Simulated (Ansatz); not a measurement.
The elements of this relaxed trial crystal are hidden behind letters.

```
lattice vectors (Å)
   3.3011    0.0000    0.0000
  -1.6506    2.8588    0.0000
   0.0000    0.0000    6.0778
fractional positions
X 0.0000 0.0000 0.2627
X 0.0000 0.0000 0.7373
Z 0.3333 0.6667 0.1715
Z 0.3333 0.6667 0.8285
Z 0.6667 0.3333 0.5000
```

Level of theory: DFT PBE, scalar-relativistic, plane waves, PAW (Ansatz). Plane waves to 420 eV, a 12×12×6 mesh through Γ for the 5-atom cell and 0.10 eV Gaussian smearing; no spin polarisation.

```
Space group                                : P-6m2 (No. 187)
Conventional cell                          : a = 3.301 Å, c = 6.078 Å
Volume per atom                            : 11.47 Å³
Density                                    : 5.37 g/cm³
Energy over the elements                   : −0.12 eV/atom
Gap on the 12×12×6 mesh of the 5-atom cell : 0 eV (a metal)
```

Energies are uncorrected and count from the elements' standard states at the same level.

Problem. X is a d-block element of period 5 and Z is an s-block element of period 1. Which elements are they?

Solution. X = Zr, Z = H, so the formula is Zr2H3. Density times volume gives a mean mass of 5.37 × 11.47/1.6605 = 37.1 u per atom, and this set has 37.1 u. Among the elements that the hints allow, only these give it. Zr is surrounded by 3 H at 1.98 Å, 3 H at 2.39 Å, 1 Zr at 2.88 Å, 7 Zr at 3.19–3.30 Å and 3 H at 3.26 Å; H on a site of symmetry 3m is surrounded by 3 Zr at 1.98 Å, 1 H at 2.09 Å and 3 H at 2.76 Å; H on a site of symmetry -6m2 is surrounded by 6 Zr at 2.39 Å and 6 H at 2.76 Å.

Symmetry constrained the relaxation, so the result can be a saddle point. Another cell of Zr2H3 relaxed alike, in R3m, lies 0.33 eV/atom lower, so this cell isn't the stable form at this level.
